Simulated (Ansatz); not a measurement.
Values for one crystal, relaxed and computed with plane-wave PAW r²SCAN (Ansatz code); other levels are named.

Volume per atom: 20.10 Å³
Electronic character: metallic (no gap)
Formation energy from the elements (no fitted shifts): -1.55 eV/atom
Density of states at the Fermi level: 0.40 states/eV per atom (mean over ±0.08 eV)

Problem. Which compound is it?
A) ZrSnTe, P4/nmm (Zr on 2c, Sn on 2a, Te on 2c)
B) LiTbCu2P2, P-3m1 (Li on 1b, Tb on 1a, Cu on 2d, P on 2d)
C) Zr2CuS4, spinel
D) ZrSiRu, P-62m (Zr on 3g, Si on 1b, Si on 2c, Ru on 3f)

Solution. C, Zr2CuS4, spinel

Space group Fd-3m (spinel). The workflow started from a Materials Project entry (that database holds measured and hypothetical structures alike); the Crystallography Open Database files this formula in space group No. 227, but the cells were not matched. Its standing as an ambient phase is unchecked. The cell was relaxed with r²SCAN under the symmetry of its start; its stability against distortions is not shown here. The run is not spin-polarised. The references are the lowest solids computed at this level, not always the standard phases. Scalar-relativistic: spin–orbit coupling is off unless named, which matters more the heavier the elements.

Potentials: the later of the program's two PAW sets.
